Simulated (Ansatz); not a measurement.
## HfSn₂Se₆: stable or not

The cell was found from a structure generator's guess, not taken from experiment.

Theory: DFT PBE, scalar-relativistic, plane waves, PAW (Ansatz). The final run on the 9-atom cell used 420 eV, a Γ-centred 6×6×6 mesh, 0.02 eV smearing and no spin polarisation.

```cif
data_structure
_symmetry_space_group_name_H-M 'P-31m'
_symmetry_Int_Tables_number 162
_cell_length_a 6.6874
_cell_length_b 6.6874
_cell_length_c 7.0982
_cell_angle_alpha 90.000
_cell_angle_beta 90.000
_cell_angle_gamma 120.000
_cell_volume 274.91
loop_
_atom_site_label
_atom_site_type_symbol
_atom_site_symmetry_multiplicity
_atom_site_Wyckoff_symbol
_atom_site_fract_x
_atom_site_fract_y
_atom_site_fract_z
_atom_site_occupancy
Hf1 Hf 1 a 0.00000 0.00000 0.00000 1
Sn1 Sn 2 c 0.66667 0.33333 0.00000 1
Se1 Se 6 k 0.33040 0.33040 0.77654 1
```

Formation energies are uncorrected and refer to the elements' standard structures at the same level. The references include grey tin.

Question: These tests were run: energy against the elements; elastic tensor. What do they show?

Answer:

```
                       test                  result
energy against the elements          −0.613 eV/atom
             elastic tensor  least eigenvalue 0 GPa
```

It fails none of these tests. Whether a mixture of other phases lies lower isn't tested here. Phonons away from Γ weren't computed.

No dispersion correction is applied, so the spacing and binding between layers, chains or molecules are poorly described. Spin–orbit coupling, which can matter for Hf, is left out. The reference form of Se is held partly by dispersion forces, which this level lacks. The run for the elastic tensor used a 6×6×6 k mesh.
